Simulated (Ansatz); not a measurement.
PbO$_{2}$:
```
PbO2
1.0
    4.93646     0.00000     0.00000
    0.00000     4.93646     0.00000
    0.00000     0.00000     3.38900
Pb O
2 4
Direct
  0.00000   0.00000   0.00000
  0.50000   0.50000   0.50000
  0.30740   0.30740   0.00000
  0.19260   0.80740   0.50000
  0.69260   0.69260   0.00000
  0.80740   0.19260   0.50000
```

Relaxed with LDA. Special points in fractions of this cell's reciprocal vectors: Γ (0.000, 0.000, 0.000); X (0.000, 0.500, 0.000); M (0.500, 0.500, 0.000); Z (0.000, 0.000, 0.500); R (0.000, 0.500, 0.500); A (0.500, 0.500, 0.500).

Q: List the band energies nearest the Fermi level at these points for the program Ansatz at the LDA level (PAW).

A: In eV from the Fermi level; about four levels below and three above (degenerate sets whole), none deeper than 8.9 eV; points with the same levels are listed once.

| k | below | above |
|---|---|---|
| Γ | -0.64 -0.64 -0.63 -0.61 -0.61 | 0.07 4.31 5.75 5.75 |
| X | -0.66 -0.66 -0.41 -0.41 | 2.54 2.54 6.36 6.36 |
| M | -0.67 -0.67 -0.50 -0.50 | 2.94 2.94 6.71 6.71 |
| Z | -1.21 -1.21 -0.83 -0.83 | 3.86 3.86 8.85 8.85 |
| R | -0.84 -0.84 -0.18 -0.18 | 4.19 4.19 7.34 7.34 |
| A | -0.72 -0.72 -0.55 -0.55 | 2.90 2.90 8.20 8.20 |

Space group P4_2/mnm (rutile). The cell keeps a stress of up to 0.2 GPa. The cell was relaxed with LDA under the symmetry of its start; of distortions, only those at the zone centre were tested, and some modes there are weakly imaginary. A small band overlap can be real or an error of a semilocal functional. Scalar-relativistic: spin–orbit coupling is off unless named, which matters more the heavier the elements.

Potentials: the later of the program's two PAW sets.
